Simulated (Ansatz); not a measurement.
# SiNi2: a ladder of calculations

Cell of run 1: an entry of the Crystallography Open Database (COD).

Space group Pnma (No. 62); a = 4.9900, b = 3.7200, c = 7.0600 Å.

```csv
site,Wyckoff,site symmetry,x,y,z
Si,4c,.m.,0.2360,0.2500,0.3860
Ni5,4c,.m.,0.9580,0.2500,0.7970
Ni9,4c,.m.,0.3250,0.2500,0.0630
```

One atom of each set is listed.

Relaxed positions (PBE, cell held):

Si (0.2888, 0.2500, 0.3858)
Ni5 (0.9588, 0.2500, 0.7948)
Ni9 (0.3298, 0.2500, 0.0603)

All runs are DFT with Ansatz 0.2.0 (plane waves and PAW, scalar-relativistic unless spin–orbit coupling is named, Γ-centred meshes, Fermi–Dirac smearing where given) in this cell. Start moments of run 1 as typed (μB): 1.5 on each Ni, none on the rest.

Run 1: PBE, parallel start moments, atoms as given; 420 eV, 9×12×6 k-points, smearing 0.02 eV.
Run 2: PBE, parallel start moments, atoms relaxed; 420 eV, 9×12×6 k-points, smearing 0.05 eV.
Run 3: r2SCAN, parallel start moments, at the relaxed atoms; 500 eV, 9×12×6 k-points, smearing 0.05 eV.
Run 4: LDA, parallel start moments, at the relaxed atoms; 420 eV, 9×12×6 k-points, smearing 0.05 eV.
Run 5: PBEsol, parallel start moments, at the relaxed atoms; 420 eV, 9×12×6 k-points, smearing 0.05 eV.

```
run  Si V_zz (η)  Ni5 V_zz (η)  Ni9 V_zz (η)
  1  1.96 (0.48)  -1.63 (0.70)   1.38 (0.82)
  2            ?             ?             ?
  3  3.04 (0.25)  -2.18 (0.89)   1.05 (0.37)
  4  3.04 (0.25)  -1.93 (0.88)   1.01 (0.48)
  5  3.00 (0.25)  -1.95 (0.89)   1.01 (0.47)
```

V_zz in 10²¹ V/m².

Question: Estimate the row of run 2.

Answer: Si: 3.02 (0.25); Ni5: -1.95 (0.90); Ni9: 1.00 (0.47). It lies nearest to run 5, from whose tensors on these sites it differs by 0.02 at most (largest principal value of the difference, on Ni5). Taken one at a time, the positions of the atoms (as given or relaxed) move the tensors on these sites by up to 1.31 (largest principal value of the change, on Si), the functional (between the two that differ most) by 0.32 (Ni5).

With these PAW files V_zz is typically within 2 to 3 % of all-electron values, but misses above 10 % occur on Ni. In run 3 the program didn't check the stability of the electronic state in full, so a lower one may lie near. In runs 1, 2, 3, 4, 5 there is no gap above 0.1 eV, so the gradients can move by 10 % or more with the k-mesh. In runs 1, 2, 3, 4, 5 the start moments die out. In run 1 the atoms aren't at the calculated equilibrium (largest force 2.8 eV/Å). The cell isn't the equilibrium one in runs 1, 3, 4, 5 (calculated pressure 8, -5, -12, -6 GPa, with larger principal stresses), and the entry's cell may itself be off.
